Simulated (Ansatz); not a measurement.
Computed with DFT PBE, scalar-relativistic, plane waves, PAW (Ansatz). All cells share a 420 eV cutoff and Γ-centred k meshes spaced about 0.3 Å⁻¹ or finer (0.25 for metals, 2π included). No spin polarisation in the final relaxations.

Temperature and zero-point effects are left out. All come from trial cells, and lower structures may exist.

**Question.** These unrelaxed guesses for Hf3S5 are each relaxed within their symmetry. Order them by the energy at which they end, lowest first.
A.

```
CELL_PARAMETERS angstrom
3.42000 0.00000 0.00000
-1.71000 2.96181 0.00000
0.00000 0.00000 16.66000
ATOMIC_POSITIONS crystal
Hf 0.33333 0.66667 0.50000
Hf 0.33333 0.66667 0.90000
Hf 0.33333 0.66667 0.10000
S 0.66667 0.33333 0.40400
S 0.66667 0.33333 0.59600
S 0.00000 0.00000 0.80000
S 0.00000 0.00000 0.00000
S 0.00000 0.00000 0.20000
```

B.

```
CELL_PARAMETERS angstrom
2.30000 -6.04500 0.00000
2.30000 6.04500 0.00000
0.00000 0.00000 12.15000
ATOMIC_POSITIONS crystal
Hf 0.13450 0.86550 0.94100
Hf 0.13450 0.86550 0.55900
Hf 0.80300 0.19700 0.75000
Hf 0.86550 0.13450 0.05900
Hf 0.86550 0.13450 0.44100
Hf 0.19700 0.80300 0.25000
S 0.95300 0.04700 0.88000
S 0.95300 0.04700 0.62000
S 0.69100 0.30900 0.92650
S 0.69100 0.30900 0.57350
S 0.04700 0.95300 0.12000
S 0.04700 0.95300 0.38000
S 0.30900 0.69100 0.42650
S 0.30900 0.69100 0.07350
S 0.76300 0.23700 0.25000
S 0.23700 0.76300 0.75000
```

C.

```
CELL_PARAMETERS angstrom
5.73464 -2.56500 0.00000
5.73464 2.56500 0.00000
-5.73427 0.00000 5.73500
ATOMIC_POSITIONS crystal
Hf 0.00000 0.00000 0.00000
Hf 0.40000 0.40000 0.60000
Hf 0.60000 0.60000 0.40000
S 0.90000 0.90000 0.60000
S 0.10000 0.10000 0.40000
S 0.50000 0.50000 0.00000
S 0.70000 0.70000 0.80000
S 0.30000 0.30000 0.20000
```

**Answer.** C (ends in C2/m, 0 meV/atom), B (ends in Cmcm, 66 meV/atom), A (ends in P-6m2, 113 meV/atom).

No dispersion correction is applied, so the spacing and binding between layers, chains or molecules are poorly described (P-6m2), and this can change margins and order among such cells. These runs have no spin–orbit coupling, which can matter for Hf. Cells relaxed within their symmetry can be saddle points. Some types were kept out of the candidates beforehand, so the set may lack a known form.
